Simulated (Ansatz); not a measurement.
**Si3N4: do the settings matter for the field gradients?**

Cell: an entry of the Crystallography Open Database (COD).

Space group P6_3/m (No. 176); a = 7.6018, c = 2.9066 Å, γ = 120.00°.

| site | Wyckoff | site symmetry | x | y | z |
| --- | --- | --- | --- | --- | --- |
| Si | 6h | m.. | 0.1773 | 0.7677 | 0.2500 |
| N7 | 2c | -6.. | 0.3333 | 0.6667 | 0.2500 |
| N9 | 6h | m.. | 0.3337 | 0.0323 | 0.2500 |

One atom of each set is listed.

Reference run. Level of theory: DFT, PBE, plane waves and PAW, scalar-relativistic, 420 eV cutoff, Γ-centred 4×4×10 k-points, Fermi–Dirac smearing 0.02 eV (Ansatz 0.2.0).

Problem. The input is changed as follows: `crystal.symmetry`: not typed → {detect: false}; `basis.ecutwfc`: not typed → 18.4 Ry. What happens to V_zz (10²¹ V/m²) and η?

Solution. 

```json
{"site": "Si", "V_zz reference": "1.37", "η reference": "0.70", "V_zz changed": "1.42", "η changed": "0.68"}
{"site": "N7", "V_zz reference": "-4.56", "η reference": "0.00", "V_zz changed": "-4.00", "η changed": "0.00"}
{"site": "N9", "V_zz reference": "-5.07", "η reference": "0.01", "V_zz changed": "-4.35", "η changed": "0.03"}
```

The largest change of V_zz is on N9, from -5.07 to -4.35. In per cent, |V_zz| changes by +4 on Si, -14 to -12 on N (all sites that start above 0.5). SCF iterations: 7 and 7. New warnings: cutoff below recommended. In the changed run the cutoff of 250 eV lies below the one recommended for these PAW files, so its values aren't converged ones.

On the reference run: At this cell the PBE pressure is 6 GPa, so with PBE the cell would grow if it were relaxed. The largest force is 1.0 eV/Å, so the atoms aren't at the calculated equilibrium and relaxing them would move these values.
